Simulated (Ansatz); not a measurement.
Relaxed-ion elastic tensor of Ca (diamond, Fd-3m) in GPa (Voigt order), PBEsol in the plane-wave PAW code Ansatz; density 0.89 g/cm³, 75.15 Å³ per atom.

```
 -0.6    6.9    6.9    0.0    0.0    0.0
  6.9   -0.6    6.9    0.0    0.0    0.0
  6.9    6.9   -0.6    0.0    0.0    0.0
  0.0    0.0    0.0  -10.8    0.0    0.0
  0.0    0.0    0.0    0.0  -10.8    0.0
  0.0    0.0    0.0    0.0    0.0  -10.8
```

### Question
Is the crystal mechanically stable?

### Answer
No: the smallest eigenvalue of C is -10.8 GPa.

The start of the workflow was typed in or built on a structure type; neither database checked (COD, Materials Project) lists it. It is not the phase usual at ambient conditions (space group No. 225). Symmetry was held in the PBEsol relaxation. At this level the phase is mechanically unstable. As this level gives no gap, shear constants depend on the k-mesh and smearing (Fermi–Dirac, 0.1 eV here).

Potentials: the later of the program's two PAW sets.
